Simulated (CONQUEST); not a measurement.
Consider a self-consistent single point of SnO (P4/nmm, 4 atoms in the cell; from Materials Project mp-2097, changed as shown).

```yaml
crystal:
  lattice:
    - [3.73743, 0.00000, 0.00000]
    - [0.00000, 3.73743, 0.00000]
    - [0.00000, 0.00000, 4.78917]
  atoms:
    - { symbol: Sn, position: [0.00000, 0.50000, 0.23537] }
    - { symbol: Sn, position: [0.50000, 0.00000, 0.76463] }
    - { symbol: O, position: [0.50000, 0.50000, 0.00000] }
    - { symbol: O, position: [0.00000, 0.00000, 0.00000] }
```

Method: PBE, numerical atomic orbitals double-zeta with polarisation (the shipped basis), PseudoDojo norm-conserving potentials made for PBE (CONQUEST).

CONQUEST settings:

```
setting                                         value
---------------------  ------------------------------
basis                                             DZP
Diag.MPMeshX, Y, Z                              6 6 4
potentials             PseudoDojo norm-conserving PBE
Grid.GridCutoff                                140 Ha
DM.SolutionMethod                              diagon
Diag.kT                                   0.000367 Ha
Diag.GammaCentred                                true
minE.SCTolerance                              1.0e-07
SC.MaxIters                                       100
SC.LinearMixingFactor                             0.5
AtomMove.TypeOfRun                             static
```

Results:

```
Property                                                 Result
------------------------------------------------  -------------
Number of valence electrons                                  40
Number of bands                                              62
Number of k-points after the program's reduction            107
Size of the basis                                            62
Number of SCF iterations                                     10
FFT grid                                           40 × 40 × 60
Free energy E − TS                                -5188.0574 eV
Fermi level (on the code's own zero)                   -4.12 eV
Pressure                                              14.36 GPa
Largest force (vector length)                        1.880 eV/Å
```

Forces (eV/Å):
| atom | Fx | Fy | Fz |
|---|---|---|---|
| Sn1 | 0.000 | 0.000 | 1.880 |
| Sn2 | 0.000 | 0.000 | -1.880 |
| O3 | 0.000 | 0.000 | 0.000 |
| O4 | 0.000 | 0.000 | 0.000 |

Stress (GPa, positive for compression):
```
15.60   0.00   0.00
 0.00  15.60   0.00
 0.00   0.00  11.89
```

For comparison: a first run was changed to give this one (lattice scaled by 0.98), and from it to this one the free energy goes up by 66.2 meV/atom, the pressure goes from 6.63 to 14.36 GPa and the largest force goes from 0.797 to 1.880 eV/Å.

The program uses no crystal symmetry, so grid and mesh can part values that symmetry would make equal. The atom-centred basis is finite, which shifts total energies, pressures and forces against plane waves. Forces above 1 eV/Å remain at this geometry, of which the finite basis can carry a part. The structure comes from a collection of computed structures, made at another level of theory; the collection holds predicted forms beside known ones. No clean gap shows at this smearing width and mesh (spacing up to 0.33 Å⁻¹); the mesh is coarse for partly filled bands, so the values carry mesh errors. Semi-local functionals can close small gaps.

Cost on one core: roughly 2.0 core-minutes.
